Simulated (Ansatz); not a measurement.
Ansatz input

```yaml
crystal:
  lattice:
    - [-2.9257273378, 2.5663424529, 1.3372382335]
    - [2.5663424529, -2.9257273378, 1.3372382335]
    - [2.8562834949, 2.8562834949, -1.9954523083]
  atoms:
    - { symbol: As, position: [0.0213414237, 0.9786585763, 0.0] }
    - { symbol: As, position: [0.7286585763, 0.2713414237, 0.5] }
hamiltonian:
  xc: pbesol
  pseudopotentials:
    kind: paw
    azcp:
      As: "pseudopotentials/As.paw.azcp"
basis:
  ecutwfc: 420
  fft_grid_basis: typed
kpoints:
  mp_grid: { grid: [16, 16, 10], shift: [0, 0, 0] }
magnetization:
  spin_polarized: false
scf:
  occupations: { method: fermi_dirac, width: 0.1 }
  lower_state_search: "off"
output:
  stress: true
```

Output

```
Warning: the record states the generating functional pbe (its physics header spells it `PBE`), which answers neither for hamiltonian.xc's functional nor for the pbesol family's — results may be inconsistent (PPs are generated against a specific XC)
Engine: ansatz 0.2.0, aarch64-unknown-linux-gnu
Pseudopotentials: kind: paw
Pseudopotential: As, paw, valence charge 15, recommended cutoff 420 eV (normal) 
Functional definition: PBEsol
  exchange = pbesol_x
  correlation = pbesol_c
Crystal: 2 atoms, lattice volume = 38.016 Å³
Basis set: ecut = 420 eV, 733 PW (Γ)
Bands: 19, of which v1, the nominal top of the filled ones, is band 15 counted from 1 (14 counted from 0)
Symmetry: 4 space group operations
Space group: C2/c (ITA 15), of the structure as read, at distance tolerance 3.4e-5 Å
k-points: 690 of 2560
Non-local potential: As, projectors of the file, l = 0: 2, l = 1: 2, l = 2: 3, l = 3: 1
PAW form: soft (Blöchl's): semilocal exchange-correlation on the pseudo side does not see the compensation charge
PAW frozen core: As, regenerated for the run's functional, and the local potential with it (the file was generated under x = pbe(κ = 0.804, μ = 0.2195149727645171), c = pbe(β = 0.06672455060314922))
PAW one-centre angular grid: As, 590 points (default); XC on 64 Gauss nodes
Initial density: superposition of atomic densities (neutral atoms: chi_scale 0, normalization atom), corrected by the library's trained network
Initial wavefunctions: pseudopotential atomic-orbital guess
Functional: x = pbesol(κ = 0.804, μ = 0.12345679012345678), c = pbesol(β = 0.046)
SCF iter   1: F=—  HF=-9625.763396 eV  |F-HF|=—  |Δ(HF+E_count)|=         —  Δρ=2.42e-3  dr2=2.19e-3  ethr=1.77e-3  ⟨swp⟩=5.3  Hψ=61506  notcnv=0
SCF iter   2: F=—  HF=-9625.762535 eV  |F-HF|=—  |Δ(HF+E_count)|=   8.61e-4  Δρ=1.47e-3  dr2=9.99e-4  ethr=7.29e-6  ⟨swp⟩=2.0  Hψ=28154  notcnv=0
SCF iter   3: F=—  HF=-9625.762383 eV  |F-HF|=—  |Δ(HF+E_count)|=   1.52e-4  Δρ=4.95e-4  dr2=1.70e-4  ethr=3.33e-6  ⟨swp⟩=1.7  Hψ=14210  notcnv=0
SCF iter   4: F=—  HF=-9625.762340 eV  |F-HF|=—  |Δ(HF+E_count)|=   4.25e-5  Δρ=1.71e-4  dr2=1.04e-5  ethr=5.68e-7  ⟨swp⟩=2.4  Hψ=18487  notcnv=0
SCF iter   5: F=—  HF=-9625.762339 eV  |F-HF|=—  |Δ(HF+E_count)|=   7.90e-7  Δρ=2.45e-5  dr2=2.32e-7  ethr=3.46e-8  ⟨swp⟩=2.6  Hψ=22505  notcnv=0
SCF iter   6: F=-9625.762339 eV  HF=-9625.762339 eV  |F-HF|=2.49e-8  |Δ(HF+E_count)|=   5.21e-8  Δρ=7.17e-6  dr2=1.32e-8  ethr=3.33e-10  ⟨swp⟩=4.1  Hψ=47491  notcnv=0
SCF 1 converged in 6 iterations: F = -9625.762339 eV  dr2 = 1.32e-8
SCF converged after 6 iterations
Free energy (F): -9625.762339 eV
Harris-Foulkes:  -9625.762339 eV  (|F-HF|=2.49e-8)
Internal energy: -9625.740629 eV  (E = F + TS)
E sigma→0 (E₀):  -9625.751484 eV
Entropy (-TS):   -0.021710 eV (-10.855 meV/atom)
Fermi energy:    12.324129 eV
--- Per-component energies (eV) ---
  E_band       = -415.341612
  E_kinetic    = 208.200201
  E_local      = -3079.415075  (includes V_loc(G=0)·N_el)
  E_nonlocal   = -1336.637858
  E_hartree    = 1744.491289
  E_xc         = -159.003015
  E_vxc        = -160.512518  (∫ρ·V_xc dr)
  E_paw        = -3584.848482  (= ΣΔE_a)
  E_vpaw       = 464.045574  (= ΣTr[D̂ρ^β])
  E_aug_tail   = 0.000014  (compensation charges beyond the density's cutoff)
  E_ewald      = -3420.460560
  E_core_change = 1.932857  (= ΣΔE_core)
  E_smearing   = -0.021710  (= −TS)
  E_closure    = 0.000000  (closes the sum)
  Σ components = -9625.762339   (vs F -9625.762339, Δ=0.00e0)
--- Stress (GPa, compression-positive) ---
        7.803704       0.842382       0.070331
        0.842382       7.803704       0.070331
        0.070331       0.070331       8.267149
  P = ⅓ Tr σ = 7.9582 GPa (79.582 kbar)
```
